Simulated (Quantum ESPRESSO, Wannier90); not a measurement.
Wannier functions of TlI (CsCl type)

```xyz
2
Lattice="4.2382 0.0000 0.0000 0.0000 4.2382 0.0000 0.0000 0.0000 4.2382" Properties=species:S:1:pos:R:3 pbc="T T T"
Tl     0.0000     0.0000     0.0000
I      2.1191     2.1191     2.1191
```

Structure: Materials Project mp-23197, symmetrised, not relaxed again. COD (Crystallography Open Database) has the formula in 2 space groups, this one among them (matched by group alone). Computed values, not measurements, from PBEsol: Quantum ESPRESSO (norm-conserving PseudoDojo potentials, cutoff 56 Ry, no spin polarisation, no spin-orbit coupling) on a Γ-centred 8×8×8 mesh, then Wannier90. Density: 8×8×8 mesh, cold smearing 0.01 Ry. Spin-orbit coupling is left out although heavy elements are present.

The plane-wave run has 20 bands and 20 electrons a cell. On the energy scale of pw.x, whose zero is arbitrary, the valence-band maximum lies at 4.78 eV.

Isolated groups of bands, relative to the valence-band maximum (bands from 11 on overlap up to the last one computed):

```json
[
 {"bands": "1", "from (eV)": "-11.67", "to (eV)": "-10.93", "filling": "filled", "weight on atomic waves": "I 5s 85 %, Tl 6p 9 %, Tl 5d 5 %"},
 {"bands": "2–6", "from (eV)": "-10.21", "to (eV)": "-9.97", "filling": "filled", "weight on atomic waves": "Tl 5d 99 %"},
 {"bands": "7", "from (eV)": "-5.50", "to (eV)": "-3.46", "filling": "filled", "weight on atomic waves": "Tl 6s 76 %, I 5p 16 %, Tl 6p 6 %"},
 {"bands": "8–10", "from (eV)": "-2.69", "to (eV)": "0.00", "filling": "filled", "weight on atomic waves": "I 5p 81 %, Tl 6p 11 %, Tl 6s 7 %"}
]
```

Input w.win, without the blocks of cell, atoms and k-points (512 lines):

```
num_bands = 15
num_wann = 8
exclude_bands = 2-6
num_iter = 800
conv_tol = 1.0e-6
conv_window = 4
dis_num_iter = 1000
dis_conv_tol = 1.0e-6
dis_froz_max = 11.92
write_hr = true
write_u_matrices = true
begin projections
Tl: s;p
I: s;p
end projections
mp_grid = 8 8 8
```

wannier90.x stops with:
```
dis_windows: More states in the frozen window than target WFs
```
At some k-point more bands lie below dis_froz_max than there are Wannier functions, and every frozen state has to fit into the subspace. Mended as below, all else unchanged, the run goes through (Ω_I = 14.6 Å²) and follows the plane-wave bands to 5.8 meV rms (states up to 2.6 eV relative to the valence-band maximum).
```
dis_froz_max = 7.92
```
